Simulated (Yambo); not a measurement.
G0W0@PBEsol for Na$_{3}$MoO$_{3}$F$_{3}$ (space group R3, No. 146) in Yambo. Reference settings: 2×2×2 Γ-centred k mesh, bands 5 to 203 and a 7 Ry block in the screening, 203 bands in G with the Bruneval-Gonze terminator, plasmon pole fitted at 27.2 eV. The PBEsol gap L → Z on this mesh is 4.09 eV; G0W0 gaps are taken between the same points.

The settings were changed. The gap went from 7.23 eV to 7.47 eV, and the shift of the valence edge from -1.22 eV to -0.62 eV.

Problem. Which change was made?
A) wavefunctions cut at 25 Ry
B) 88 bands in G, no terminator
C) 88 bands in G
D) no terminator

Solution. B, 88 bands in G, no terminator. The others gave (gap, valence shift): no terminator: 7.28, -1.02 eV; 88 bands in G: 7.27, -1.20 eV; wavefunctions cut at 25 Ry: 7.22, -1.14 eV.

Spin-orbit coupling is not included.

Geometry of the Materials Project entry, not relaxed at this level; primitive cell a = 5.806 Å, b = 5.806 Å, c = 5.806 Å, α = 57.29°, β = 57.29°, γ = 57.29°.

A shift is the quasiparticle energy of the state minus its PBEsol energy.
